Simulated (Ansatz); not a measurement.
Stationary points along a deformation path in Al3Cu

These are results of Ansatz, DFT PBEsol, scalar-relativistic, plane waves, PAW, not measurements. Settings: plane waves to 420 eV, k-mesh 14×14×14 (Γ-centred), Gaussian smearing 0.15 eV. No spin polarisation. Energies are free energies at this smearing, counted from the undisturbed cell; pressure is positive in compression.

Zero of the scan (relaxed at this level; it needn't be the usual structure):

```yaml
crystal:
  lattice:
    - [3.89235, 0.00000, 0.00000]
    - [0.00000, 3.89235, 0.00000]
    - [0.00000, 0.00000, 3.89235]
  atoms:
    - { symbol: Al, position: [0.00000, 0.50000, 0.50000] }
    - { symbol: Al, position: [0.50000, 0.00000, 0.50000] }
    - { symbol: Al, position: [0.50000, 0.50000, 0.00000] }
    - { symbol: Cu, position: [0.00000, 0.00000, 0.00000] }
```

At fixed volume and fractional coordinates, lengths along (0.577, 0.577, 0.577) are scaled against those across it; ρ is that ratio over its starting value. V = 14.743 Å³/atom. Δσ is the stress along the axis less the mean stress across it (compression positive).

| ρ | ΔE (meV/atom) | Δσ (GPa) | space group |
| --- | --- | --- | --- |
| 0.500 | 607.5 | 0.00 | Im-3m |
| 0.600 | 489.0 | 19.49 | R-3m |
| 0.710 | 247.8 | 25.84 | R-3m |
| 0.850 | 41.4 | 8.31 | R-3m |
| 0.930 | 8.7 | 3.74 | R-3m |
| 1.000 | 0.0 | 0.00 | Pm-3m |
| 1.080 | 11.6 | -5.09 | R-3m |
| 1.200 | 71.1 | -13.40 | R-3m |
| 1.410 | 288.0 | -31.88 | R-3m |
| 1.700 | 806.2 | -62.36 | R-3m |
| 2.000 | 1631.5 | -103.80 | R-3m |

**Question.** How does the stress give the slope of the energy, and where is the energy stationary?

**Answer.** Along the path d ln(length) is 2/3 d ln ρ on the axis and −1/3 d ln ρ across it, so dE/d ln ρ = −(2/3) V Δσ: the energy falls with ρ where Δσ is positive. Δσ vanishes or changes sign at ρ = 0.500 (Im-3m, an end of the scan), at 607.5 meV/atom; at ρ = 1.000 (Pm-3m), a minimum at 0.0 meV/atom. Pairs of stationary points between two samples would go unseen, and could change a minimum read from distant neighbours into a maximum. At ρ = 0.500, 1.000 the cell is cubic, where symmetry alone makes the stress isotropic and the slope zero.

**Question.** Which shear constant sets the curvature at ρ = 1?

**Answer.** For a cubic crystal E/V = (2/3) C (ln ρ)² with C = C44, so Δσ = −2C ln ρ. The parabola of Δσ against ln ρ through ρ = 0.930, 1 and 1.080 gives C ≈ 29 GPa with the ions clamped, rough because the steps are large.

In a metal these slopes depend on the k mesh and the smearing.

Cost: 11 runs of about 0.96 core-minutes in all, on AMD EPYC 9R45 (Zen 5) (shared hosts).